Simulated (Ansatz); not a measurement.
NaF:
```cif
data_F4Na4
_chemical_formula_sum 'Na4 F4'
_space_group_name_H-M_alt 'Fm-3m'
_space_group_IT_number 225
_space_group_name_Hall '-F 4 2 3'
_cell_length_a 4.70092
_cell_length_b 4.70092
_cell_length_c 4.70092
_cell_angle_alpha 90.000
_cell_angle_beta 90.000
_cell_angle_gamma 90.000
loop_
_atom_site_label
_atom_site_type_symbol
_atom_site_symmetry_multiplicity
_atom_site_Wyckoff_symbol
_atom_site_fract_x
_atom_site_fract_y
_atom_site_fract_z
_atom_site_occupancy
Na1 Na 4 a 0.00000 0.00000 0.00000 1
F1 F 4 b 0.50000 0.50000 0.50000 1
```
(The calculation used a cell of 2 atoms; values per cell refer to that cell.)

Relaxed with PBE.

**Question.** Tabulate the valence density and the electron localisation function along the shortest Na–F contact (2.35 Å), plane-wave PAW PBE (Ansatz code).

**Answer.** 

| distance from Na (Å) | density (e/Å³) | ELF |
|---|---|---|
| 0.24 | 15.91 | 0.34 |
| 0.35 | 10.91 | 0.49 |
| 0.47 | 5.92 | 0.59 |
| 0.59 | 2.39 | 0.61 |
| 0.71 | 0.77 | 0.50 |
| 0.82 | 0.30 | 0.21 |
| 0.94 | 0.17 | 0.04 |
| 1.06 | 0.12 | 0.02 |
| 1.18 | 0.14 | 0.06 |
| 1.29 | 0.20 | 0.29 |
| 1.41 | 0.34 | 0.58 |
| 1.53 | 0.62 | 0.73 |
| 1.65 | 1.14 | 0.79 |
| 1.76 | 2.20 | 0.82 |
| 1.88 | 4.25 | 0.80 |
| 2.00 | 7.29 | 0.73 |
| 2.12 | 10.59 | 0.60 |

The density is the valence pseudo-density with augmentation charge, so density and ELF within about 1 Å of a nucleus are not all-electron values.

The cell was relaxed with PBE under the symmetry of its start; phonons on a q-mesh show no instability.

Potentials: the later of the program's two PAW sets.
